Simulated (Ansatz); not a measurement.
The start is a relaxed Mo cell displaced along its unstable phonon at q = (½, ½, 0) of its primitive reciprocal cell (202i cm⁻¹), largest move 0.15 Å. A full variable-cell relaxation at zero pressure is run with PBE (plane waves to 420 eV, PAW, scalar-relativistic; Ansatz, a program for electronic structure). The first steps use a coarse 12×12×12 k-mesh.

The start:
```
Mo
1.0
    5.19785     0.00000     0.00000
    2.59893     2.59893     0.00000
    0.00000     0.00000     2.59893
Mo
2
Direct
  0.00000   0.00000   0.05772
  0.50000   0.00000   0.94228
```

```json
{
  "largest_initial_force": "1.57 eV/Å, on Mo1, Mo2 (atoms numbered as listed)",
  "energy_released": "1.01 eV/atom",
  "Shortest distances (start → end)": "The closest pairs of elements (up to four, under 3.6 Å), start → end: Mo–Mo 2.60 → 2.74 Å",
  "optimiser_moves": "15"
}
```

Relaxed structure:

Space group Im-3m (No. 229); a = b = c = 3.161 Å, α = β = γ = 90.00°

| atom | site | symmetry | x | y | z |
|---|---|---|---|---|---|
| Mo | 2a | m-3m | 0.0000 | 0.0000 | 0.0000 |
(The calculation used a cell of 1 atom; values per cell refer to that cell.)

Final values are on a 21×21×21 k-mesh of the relaxed cell. No spin polarisation in the result.

The run could not lose the symmetry of its start.

Of the parent cell (Pm-3m (No. 221)): it is a generated cell of Mo: the first start was made by placing the elements on the sites of a structure type, and the end was not matched to a known phase here, so it may be hypothetical. Known forms of Mo include space group No. 229.
